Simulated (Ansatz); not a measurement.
**Relaxing an invented Cu₄WS₄ structure**

Method: DFT PBE, scalar-relativistic, plane waves, PAW in Ansatz 0.2.0. Cutoff 420 eV, Gaussian smearing, Γ-centred meshes. Cell and atoms relax first on a coarse mesh and then on a finer one. In between, the cell is made exact in the group found at 0.06 Å. In metals the finer mesh still leaves noise of several meV/atom or more. The steps can't lower the symmetry of their start. Collinear spin, starting moments Cu 1.0 (×4) μB; they died out on the coarse mesh, so the last step has no spin.

Recipe of this trial structure of Cu₄WS₄: random cell by space group and Wyckoff sites (P6/mmm, No. 191). The dimensions are guesses.

```xyz
9
Lattice="4.8143 0.0000 0.0000 -2.4071 4.1693 0.0000 0.0000 0.0000 9.4811" Properties=species:S:1:pos:R:3 pbc="T T T"
Cu    2.4071    0.0000    0.0000
Cu   -1.2036    2.0846    0.0000
Cu    1.2036    2.0846    0.0000
Cu    0.0000    0.0000    4.7405
W     0.0000    0.0000    0.0000
S     0.0000    0.0000    2.7764
S     0.0000    0.0000    6.7047
S     0.0000    2.7795    4.7405
S     2.4071    1.3898    4.7405
```

Energies over the elements count from the elements' standard structures at the same level, with no fitted energy shifts.

Q: Where does the relaxation end?

A: The symmetry stays P6/mmm (No. 191). The volume per atom shrinks by 1.7 %, from 21.1 to 20.8 Å³. The shortest distance goes from 1.96 Å (Cu–S) to 2.20 Å (W–S). The energy falls by about 0.44 eV/atom (the start's value is from the coarse mesh). Conventional cell: a = 4.945 Å, c = 8.839 Å. Cu on a site of symmetry mmm is surrounded by 2 W at 2.47 Å and 4 Cu at 2.47 Å; Cu on a site of symmetry 6/mmm has 2 S at 2.22 Å and 6 S at 2.85 Å; around W lie 2 S at 2.20 Å and 6 Cu at 2.47 Å; around S on a site of symmetry 6mm lie 1 W at 2.20 Å, 1 Cu at 2.22 Å, 6 Cu at 3.31 Å and 6 S at 3.61 Å; S on a site of symmetry -6m2 has 3 Cu at 2.85 Å, 3 S at 2.85 Å and 6 S at 3.61 Å.

```
CELL_PARAMETERS angstrom
4.94466 0.00000 0.00000
-2.47233 4.28220 0.00000
0.00000 0.00000 8.83936
ATOMIC_POSITIONS crystal
Cu 0.50000 0.00000 0.00000
Cu 0.00000 0.50000 0.00000
Cu 0.50000 0.50000 0.00000
Cu 0.00000 0.00000 0.50000
W 0.00000 0.00000 0.00000
S 0.00000 0.00000 0.24928
S 0.00000 0.00000 0.75072
S 0.33333 0.66667 0.50000
S 0.66667 0.33333 0.50000
```

Q: Give its energy and gap.

A:

| Quantity | Value |
| --- | --- |
| Energy over the elements | +0.55 eV/atom |
| Gap on the 12×12×4 mesh of the 9-atom cell | 0 eV (a metal) |

The separate elements lie lower, so it is unstable against them.

The last run used Gaussian smearing of 0.10 eV. These runs have no spin–orbit coupling, which can matter for W. No Hubbard U is applied to the 3d shell of Cu. The reference form of S is held partly by dispersion forces, which this level lacks. A structure relaxed within its symmetry needn't be a true minimum. In all, the 3 runs took 3.8 min on 1 thread of Intel(R) Xeon(R) 6975P-C (Granite Rapids) (shared host).
